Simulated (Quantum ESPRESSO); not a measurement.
Band energies of MgCrO$_{4}$

```
MgCrO4
1.0
    2.74319    -4.16404     0.00000
    2.74319     4.16404     0.00000
    0.00000     0.00000     6.33675
O Mg Cr
8 2 2
Direct
  0.72580   0.77910   0.75000
  0.27420   0.22090   0.25000
  0.77910   0.72580   0.25000
  0.22090   0.27420   0.75000
  0.24643   0.75357   0.95795
  0.75357   0.24643   0.04205
  0.75357   0.24643   0.45795
  0.24643   0.75357   0.54205
  0.00000   0.00000   0.00000
  0.00000   0.00000   0.50000
  0.35858   0.64142   0.75000
  0.64142   0.35858   0.25000
```

PBEsol (pw.x of Quantum ESPRESSO, ONCV potentials, without SOC); path ΓXSRAZΓYX1A1TY,ZT; energies in eV from the valence-band maximum.

```
k (1/Å)  point  band 44  band 45  band 46  band 47  band 48  band 49  band 50  band 51
-------  -----  -------  -------  -------  -------  -------  -------  -------  -------
0.00         Γ    -1.18    -0.97    -0.92    -0.17     0.00     2.49     2.71     2.83
0.41              -1.02    -0.81    -0.72    -0.66    -0.41     2.73     2.86     2.88
0.82         X    -0.68    -0.61    -0.52    -0.52    -0.50     2.46     2.81     2.91
1.27         S    -0.93    -0.65    -0.63    -0.55    -0.49     2.63     2.79     2.92
1.77         R    -1.16    -0.66    -0.66    -0.65    -0.65     2.73     2.73     2.98
2.22         A    -0.77    -0.67    -0.67    -0.47    -0.47     2.70     2.70     2.92
2.55              -1.18    -0.77    -0.77    -0.60    -0.60     2.78     2.78     2.95
2.88              -1.17    -0.85    -0.85    -0.20    -0.20     2.71     2.71     3.01
3.04         Z    -1.17    -0.86    -0.86    -0.11    -0.11     2.65     2.65     3.05
3.29              -1.17    -0.93    -0.85    -0.16    -0.03     2.55     2.70     2.90
3.54         Γ    -1.18    -0.97    -0.92    -0.17     0.00     2.49     2.71     2.83
3.69              -1.12    -1.04    -0.80    -0.18    -0.04     2.50     2.75     2.79
3.99              -0.83    -0.71    -0.46    -0.32    -0.21     2.54     2.63     2.90
4.29         Y    -0.61    -0.59    -0.40    -0.33    -0.29     2.40     2.81     2.84
4.29        X1    -0.68    -0.61    -0.52    -0.52    -0.50     2.46     2.81     2.91
4.46              -0.69    -0.62    -0.57    -0.52    -0.48     2.49     2.83     2.92
4.79        A1    -0.77    -0.67    -0.67    -0.47    -0.47     2.70     2.70     2.92
5.11         T    -0.61    -0.48    -0.48    -0.41    -0.41     2.76     2.76     2.89
5.36              -0.61    -0.59    -0.45    -0.40    -0.30     2.51     2.84     2.87
5.61         Y    -0.61    -0.59    -0.40    -0.33    -0.29     2.40     2.81     2.84
5.61         Z    -1.17    -0.86    -0.86    -0.11    -0.11     2.65     2.65     3.05
5.73              -1.19    -0.83    -0.83    -0.12    -0.12     2.67     2.67     3.03
5.98              -0.90    -0.67    -0.67    -0.22    -0.22     2.78     2.78     2.91
6.36         T    -0.61    -0.48    -0.48    -0.41    -0.41     2.76     2.76     2.89
```

The PBEsol gap is indirect, 2.40 eV, from Γ to Y; the smallest direct gap is 2.49 eV.

The 3d shell has no Hubbard U; the runs are without spin polarisation, and magnetic order was not tried.

Geometry of the Materials Project entry, not relaxed at this level.

Letters of k points follow the standard setting of the lattice, whose axes may be ordered differently from the printed cell.
